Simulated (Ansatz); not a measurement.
SiGe:
```yaml
crystal:
  lattice:
    - [-1.96282, 1.96282, 13.88862]
    - [1.96282, -1.96282, 13.88862]
    - [1.96282, 1.96282, -13.88862]
  atoms:
    - { symbol: Si, position: [0.90359, 0.90359, 0.00000] }
    - { symbol: Si, position: [0.45168, 0.95168, 0.50000] }
    - { symbol: Si, position: [0.50000, 0.50000, 0.00000] }
    - { symbol: Si, position: [0.04832, 0.54832, 0.50000] }
    - { symbol: Si, position: [0.09641, 0.09641, 0.00000] }
    - { symbol: Ge, position: [0.64626, 0.14626, 0.50000] }
    - { symbol: Ge, position: [0.69824, 0.69824, 0.00000] }
    - { symbol: Ge, position: [0.25000, 0.75000, 0.50000] }
    - { symbol: Ge, position: [0.30176, 0.30176, 0.00000] }
    - { symbol: Ge, position: [0.85374, 0.35374, 0.50000] }
```

Relaxed with r²SCAN. Special points in fractions of this cell's reciprocal vectors: Γ (0.000, 0.000, 0.000); X (0.000, 0.000, 0.500); P (0.250, 0.250, 0.250); N (0.000, 0.500, 0.000); M (0.500, 0.500, -0.500); S (0.255, 0.745, -0.255); S0 (-0.255, 0.255, 0.255); R (-0.010, 0.010, 0.500); G (0.500, 0.500, -0.010).

### Question
List the band energies nearest the valence-band maximum at these points for plane-wave PAW r²SCAN (Ansatz code).

### Answer
In eV from the valence-band maximum; about four levels below and three above (degenerate sets whole), none deeper than 8.9 eV; points with the same levels are listed once.

| k | below | above |
|---|---|---|
| Γ | -1.63 -1.63 -0.08 0.00 0.00 | 0.52 0.59 1.43 |
| X | -3.52 -3.52 -3.51 -3.16 -3.16 | 0.86 0.92 1.58 |
| P | -3.29 -3.28 -3.26 -3.25 | 1.03 1.07 1.15 |
| N | -1.51 -1.44 -1.16 -1.14 | 1.07 1.85 1.89 |
| M | -0.84 -0.84 -0.48 -0.48 | 0.57 0.62 1.19 1.19 |
| S | -1.78 -1.51 -1.18 -1.12 | 1.34 1.45 2.18 |
| R | -3.50 -3.50 -3.17 -3.17 | 0.87 0.92 1.57 |

Space group I-4m2. The start of the workflow was typed in or built on a structure type; neither database checked (COD, Materials Project) lists it. Its standing as an ambient phase is unchecked. Symmetry was held in the r²SCAN relaxation; whether a distortion lowers the energy is not shown. Spin–orbit coupling is left out wherever it is not named.

Potentials: the later of the program's two PAW sets.
